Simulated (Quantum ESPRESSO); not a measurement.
## W5HfAlSc (input and log of a self-consistent run)

A calculation, not a measurement. The program is pw.x of Quantum ESPRESSO 7.5 (plane-wave density functional theory). The cell is made up: eight metal atoms on a face-centred cubic lattice, with elements, volume, strain and displacements drawn at random and not relaxed, so it may be unstable or far from any real phase. PseudoDojo standard norm-conserving files set the functional (PBE unless stated); there is no spin polarisation or spin-orbit coupling, the Fermi-Dirac width of 0.25 eV means electrons at about 2900 K, and the masses in the input are unused placeholders. Heavy elements are run without spin-orbit coupling, which real alloys of them have. A spin test at this wide smearing found no moment, but such smearing suppresses magnetism that the real alloy may have.

Input:

```
&control calculation='scf', pseudo_dir='./dojo.nc.sr.pbe.v0_5.standard.upf', outdir='./o', disk_io='minimal', tprnfor=.true., tstress=.true. /
&system ibrav=0, nat=8, ntyp=4, nbnd=65, ecutwfc=77.98206166, nosym=.true., tot_charge=0,
 occupations='smearing', smearing='fd', degauss=0.0183746611
/
&electrons conv_thr=1.470e-08, electron_maxstep=70, mixing_beta=0.5 /
ATOMIC_SPECIES
Al 1.0 Al.upf
Hf 1.0 Hf.upf
Sc 1.0 Sc.upf
W 1.0 W.upf
CELL_PARAMETERS angstrom
-0.0015 0.0182 -4.0859
3.9804 0.0242 0.0015
-0.0484 -7.9559 0.0364
ATOMIC_POSITIONS angstrom
W 0.1485 -0.0588 0.0721
W -0.0086 -3.8219 -0.0813
Hf 1.959 -1.8654 0.1221
W 1.9488 -5.9914 0.2546
Al -0.1052 -1.8688 -1.9681
W 0.0564 -5.9754 -1.9716
Sc 2.0146 -0.1054 -2.1644
W 1.8009 -4.0033 -2.0935
K_POINTS automatic
6 6 3 1 1 1
```

The log is shortened where brackets say so; the opening notice, blank lines, dates and the lines on written files are dropped, and the path of the files is cut. It prints rydbergs, bohrs and kilobars, and counts compression as positive stress. Its total energy is the free energy E - TS of the whole cell.

```
     Program PWSCF v.7.5
     Parallel version (MPI & OpenMP), running on       4 processor cores
     Number of MPI processes:                 4
     Threads/MPI process:                     1
     [start-up lines left out]
     bravais-lattice index     =            0
     lattice parameter (alat)  =       7.7213  a.u.
     unit-cell volume          =     873.1229 (a.u.)^3
     number of atoms/cell      =            8
     number of atomic types    =            4
     number of electrons       =        96.00
     number of Kohn-Sham states=           65
     kinetic-energy cutoff     =      77.9821  Ry
     charge density cutoff     =     311.9282  Ry
     scf convergence threshold =      1.5E-08
     mixing beta               =       0.5000
     number of iterations used =            8  plain     mixing
     Exchange-correlation= PBE
                           (   1   4   3   4   0   0   0)
     [axes and pseudopotential details left out]
   Cartesian axes
     site n.     atom                  positions (alat units)
         1        W      tau(   1) = (   0.0363441  -0.0143908   0.0176459  )
         2        W      tau(   2) = (  -0.0021048  -0.9353782  -0.0198975  )
         3        Hf     tau(   3) = (   0.4794489  -0.4565411   0.0298830  )
         4        W      tau(   4) = (   0.4769526  -1.4663453   0.0623112  )
         5        Al     tau(   5) = (  -0.0257468  -0.4573732  -0.4816761  )
         6        W      tau(   6) = (   0.0138034  -1.4624294  -0.4825327  )
         7        Sc     tau(   7) = (   0.4930566  -0.0257958  -0.5297189  )
         8        W      tau(   8) = (   0.4407553  -0.9797743  -0.5123667  )
     number of k points=    54  Fermi-Dirac smearing, width (Ry)=  0.0184
                       cart. coord. in units 2pi/alat
        k(    1) = (   0.0861004  -0.0865026  -0.0837511), wk =   0.0370370
        k(    2) = (   0.0840181   0.2558995  -0.0822251), wk =   0.0370370
     [further k points left out]
     Dense  grid:    81271 G-vectors     FFT dimensions: (  45,  45,  90)
     Estimated max dynamical RAM per process >     295.03 MB
     Estimated total dynamical RAM >       1.09 GB
     Initial potential from superposition of free atoms
     starting charge      95.9905, renormalised to      96.0000
     Starting wfcs are   74 randomized atomic wfcs
     total cpu time spent up to now is        8.2 secs
     per-process dynamical memory:   235.4 Mb
     Self-consistent Calculation
     iteration #  1     ecut=    77.98 Ry     beta= 0.50
     Davidson diagonalization with overlap
     ethr =  1.00E-02,  avg # of iterations =  2.2
     total cpu time spent up to now is       27.1 secs
     total energy              =    -971.15999682 Ry
     estimated scf accuracy    <       2.09116211 Ry
     iteration #  2     ecut=    77.98 Ry     beta= 0.50
     Davidson diagonalization with overlap
     ethr =  2.18E-03,  avg # of iterations =  7.8
     total cpu time spent up to now is       54.3 secs
     total energy              =    -968.94347015 Ry
     estimated scf accuracy    <      65.78938079 Ry
     iteration #  3     ecut=    77.98 Ry     beta= 0.50
     Davidson diagonalization with overlap
     ethr =  2.18E-03,  avg # of iterations =  6.2
     total cpu time spent up to now is       76.7 secs
     total energy              =    -972.42794359 Ry
     estimated scf accuracy    <       0.41870576 Ry
     iteration #  4     ecut=    77.98 Ry     beta= 0.50
     Davidson diagonalization with overlap
     ethr =  4.36E-04,  avg # of iterations =  7.6
     total cpu time spent up to now is      100.0 secs
     total energy              =    -972.46183741 Ry
     estimated scf accuracy    <       0.24667355 Ry
     iteration #  5     ecut=    77.98 Ry     beta= 0.50
     Davidson diagonalization with overlap
     ethr =  2.57E-04,  avg # of iterations =  2.7
     total cpu time spent up to now is      117.4 secs
     total energy              =    -972.47521639 Ry
     estimated scf accuracy    <       0.08497581 Ry
     [iterations 6 to 12 left out]
     iteration # 13     ecut=    77.98 Ry     beta= 0.50
     Davidson diagonalization with overlap
     ethr =  5.11E-09,  avg # of iterations =  1.0
     total cpu time spent up to now is      278.7 secs
     total energy              =    -972.48690797 Ry
     estimated scf accuracy    <       0.00000181 Ry
     iteration # 14     ecut=    77.98 Ry     beta= 0.50
     Davidson diagonalization with overlap
     ethr =  1.89E-09,  avg # of iterations =  2.5
     total cpu time spent up to now is      295.9 secs
     total energy              =    -972.48690820 Ry
     estimated scf accuracy    <       0.00000014 Ry
     iteration # 15     ecut=    77.98 Ry     beta= 0.50
     Davidson diagonalization with overlap
     ethr =  1.44E-10,  avg # of iterations =  5.0
     total cpu time spent up to now is      316.7 secs
     total energy              =    -972.48690822 Ry
     estimated scf accuracy    <       0.00000028 Ry
     iteration # 16     ecut=    77.98 Ry     beta= 0.50
     Davidson diagonalization with overlap
     ethr =  1.44E-10,  avg # of iterations =  1.9
     total cpu time spent up to now is      332.8 secs
     total energy              =    -972.48690824 Ry
     estimated scf accuracy    <       0.00000003 Ry
     iteration # 17     ecut=    77.98 Ry     beta= 0.50
     Davidson diagonalization with overlap
     ethr =  3.25E-11,  avg # of iterations =  2.0
     total cpu time spent up to now is      349.2 secs
     End of self-consistent calculation
     [lines on levels left out]
!    total energy              =    -972.48690824 Ry
     estimated scf accuracy    <          1.5E-09 Ry
     smearing contrib. (-TS)   =      -0.11645791 Ry
     internal energy E=F+TS    =    -972.37045033 Ry
     The total energy is F=E-TS. E is the sum of the following terms:
     one-electron contribution =    -187.81889879 Ry
     hartree contribution      =     143.06207746 Ry
     xc contribution           =    -213.30358072 Ry
     ewald contribution        =    -714.31004828 Ry
     convergence has been achieved in  17 iterations
     Forces acting on atoms (cartesian axes, Ry/au):
     atom    1 type  4   force =    -0.09098562    0.06586297   -0.04690416
     atom    2 type  4   force =    -0.01745127   -0.05164860    0.02824753
     atom    3 type  2   force =     0.03135740   -0.11348547   -0.08538955
     atom    4 type  4   force =     0.03445429    0.02810511   -0.10190940
     atom    5 type  1   force =     0.04184468   -0.07169064   -0.00114806
     atom    6 type  4   force =    -0.05615222    0.01070705    0.03560643
     atom    7 type  3   force =     0.01569995    0.08390951    0.13176555
     atom    8 type  4   force =     0.04123278    0.04824007    0.03973167
     Total force =     0.306244     Total SCF correction =     0.000103
     Computing stress (Cartesian axis) and pressure
          total   stress  (Ry/bohr**3)                   (kbar)     P=      177.93
   0.00109072  -0.00031747  -0.00000221          160.45      -46.70       -0.33
  -0.00031747   0.00135183   0.00002582          -46.70      198.86        3.80
  -0.00000221   0.00002582   0.00118606           -0.33        3.80      174.48
     init_run     :      7.76s CPU      8.02s WALL (       1 calls)
     electrons    :    339.84s CPU    341.04s WALL (       1 calls)
     forces       :      3.02s CPU      3.04s WALL (       1 calls)
     stress       :     10.82s CPU     11.08s WALL (       1 calls)
     [timing details left out]
     PWSCF        :   6m 1.65s CPU   6m 3.42s WALL
     JOB DONE.
```

In other units: free energy -13231.358 eV for the cell, pressure 17.79 GPa, largest force component 3.388 eV/Å in size. The run took 365 s of wall time with four MPI processes on a shared machine (Intel Xeon, older, virtual cores), so the time is rough. A rerun of this cell at a higher cutoff and on a denser mesh moved values by no more than 0.004 eV in energy, 0.07 GPa in stress and 0.007 eV/Å in force, and a second program with other atomic files agreed on that cell to 2 % rms in force and 0.5 GPa in pressure.